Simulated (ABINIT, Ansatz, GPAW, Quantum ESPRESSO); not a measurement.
One calculation of NbSi, 4 ways

```
CELL_PARAMETERS angstrom
0.00000 2.57383 2.57383
2.57383 0.00000 2.57383
2.57383 2.57383 0.00000
ATOMIC_POSITIONS crystal
Nb 0.00000 0.00000 0.00000
Si 0.50000 0.50000 0.50000
```

The cell comes from a database or a generator and needn't be the stable form of this composition.

Alike in all runs: task single point; functional PBE; k mesh 9 × 9 × 9; occupations fermi-dirac, width 0.05 eV; no spin polarisation; no spin-orbit coupling. Pressure is positive in compression and, in plane waves, holds the error of the finite cutoff, which Ansatz's Pulay term estimates and takes out.

| program and potentials | plane-wave cutoff (eV) | notes | pressure (GPa) |
| --- | --- | --- | --- |
| GPAW, GPAW PAW data sets (gpaw-data 1.2.1) | 600 | - | -0.05 |
| Quantum ESPRESSO, SSSP 1.3 efficiency PBE | 748 | - | -0.11 |
| ABINIT, JTH PAW PBE v2.0 | 435 | - | -0.35 |
| Ansatz, Ansatz PAW (earlier soft set) | 420 | - | -0.01 |

The pressure spans -0.35 (ABINIT, JTH PAW PBE v2.0) to -0.01 GPa (Ansatz, Ansatz PAW (earlier soft set)).

The functional is the same throughout but for its coding, so the spread measures potentials, basis and numerics; runs on potential files found faulty are left out.
